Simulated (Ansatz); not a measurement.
Given:

Sc (hcp, Mg type)

```yaml
crystal:
  lattice:
    - [3.31943, 0.00000, 0.00000]
    - [-1.65971, 2.87471, 0.00000]
    - [0.00000, 0.00000, 5.16637]
  atoms:
    - { symbol: Sc, position: [0.33333, 0.66667, 0.75000] }
    - { symbol: Sc, position: [0.66667, 0.33333, 0.25000] }
```

In this cell atom 1 (Sc, nearest neighbour Sc at 3.216 Å; its periodic images, 3.3 Å or more away, move with it) is moved by s along Cartesian [111], unit vector (0.577, 0.577, 0.577); all other atoms and the cell stay fixed.

These are PBE (plane waves to 420 eV, PAW, scalar-relativistic; Ansatz, a first-principles code) values and carry that method's errors. k mesh 13×13×7 (Γ-centred), Fermi-Dirac smearing 0.05 eV. Energies are smeared free energies. With partly filled bands, energies and forces of such displacements shift with the k mesh and the smearing. Sc is run without spin polarisation. Sc was relaxed with its symmetry unable to fall. The zero of ΔE is the undisplaced structure.

The scan covers s from -0.320 to 0.320 Å in 11 points.

Task: Is this a single well or a double well?

Result: A single well with its minimum at or next to zero displacement.

Task: Is the energy the same for displacements of ±0.320 Å, and if not, which side lies higher?

Result: Not even: the negative side lies higher at ±0.320 Å. With its periodic images moving along, the atom's site symmetry in this cell is -6m2.

Task: What is the force constant k = d²E/ds² of this move at s = 0?

Result: 2.39 eV/Å².

(A displaced cell: forces are minus the slopes of the energy, force constants its curvatures, and phonons follow from these.)
